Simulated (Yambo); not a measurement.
# Rb2KScF6: sweep of GW parameters

G0W0@LDA for Rb₂KScF₆ (space group Fm-3m, No. 225) in Yambo. Reference settings: 2×2×2 Γ-centred k mesh, bands 2 to 284 and a 7 Ry block in the screening, 284 bands in G with the Bruneval-Gonze terminator, plasmon pole fitted at 27.2 eV. The LDA gap Γ → Γ on this mesh is 6.00 eV; G0W0 gaps are taken between the same points.

| change from the reference | G0W0 gap Γ → Γ (eV) | shift of the valence edge (eV) | rough Yambo cost |
|---|---|---|---|
| reference settings | 9.87 | -2.32 | 1 |
| 112 bands in W, 112 bands in G | 10.07 | -2.20 | about 1/3 |
| 186 bands in W, 186 bands in G | 9.92 | -2.28 | within a factor of two |
| 186 bands in G | 9.88 | -2.32 | – |
| 137 bands in W | 9.98 | -2.23 | about 1/2 |
| 3 Ry block | 10.14 | -2.70 | within a factor of two |
| 6 Ry block | 9.88 | -2.35 | within a factor of two |
| 112 bands in G, no terminator | 9.67 | -1.80 | – |
| 186 bands in G, no terminator | 9.71 | -2.01 | – |
| no terminator | 9.75 | -2.12 | – |

The reference isn't shown to be the converged limit. Costs are rough (shared machines), scaled to the same edge states, and given only for runs that recompute the screening.

Geometry of the Materials Project entry, not relaxed at this level; primitive cell a = b = c = 6.505 Å, α = β = γ = 60.00°.

The structure is a Materials Project entry; no match was found in the copy of COD used, and its stability was not checked.

A shift is the quasiparticle energy of the state minus its LDA energy.
